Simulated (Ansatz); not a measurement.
The elements of this relaxed trial crystal are hidden behind letters.

```
lattice vectors (Å)
   3.1662    0.0000    0.0000
   0.0000    3.1662    0.0000
   0.0000    0.0000    6.8890
fractional positions
X 0.0000 0.0000 0.5000
Z 0.0000 0.0000 0.0000
Q 0.5000 0.5000 0.0000
```

Method: DFT PBE, scalar-relativistic, plane waves, PAW in Ansatz 0.2.0. Plane waves to 420 eV, a 14×14×8 mesh through Γ for the 3-atom cell and 0.10 eV Gaussian smearing; no spin polarisation.

```
Space group                                : P4/mmm (No. 123)
Conventional cell                          : a = 3.166 Å, c = 6.889 Å
Volume per atom                            : 23.02 Å³
Density                                    : 3.67 g/cm³
Formation energy                           : −0.28 eV/atom
Gap on the 14×14×8 mesh of the 3-atom cell : 0 eV (a metal)
```

Energies are uncorrected and count from the elements' standard states at the same level.

Question: X is an s-block element of period 3, Z is a d-block element of period 5 and Q is a p-block element of period 2. Which elements are they?

Answer: X = Mg, Z = Cd, Q = O, so the formula is MgCdO. Density times volume gives a mean mass of 3.67 × 23.02/1.6605 = 50.9 u per atom, and this set has 50.9 u. Among the elements that the hints allow, noble gases aside, only these give it. Mg is surrounded by 4 Mg at 3.17 Å and 2 Cd at 3.44 Å; around Cd lie 4 O at 2.24 Å, 4 Cd at 3.17 Å and 2 Mg at 3.44 Å; O is surrounded by 4 Cd at 2.24 Å.

Symmetry constrained the relaxation, so the result can be a saddle point. Another cell of MgCdO relaxed alike, in Cmcm, lies 1.21 eV/atom lower, so this cell isn't the stable form at this level.
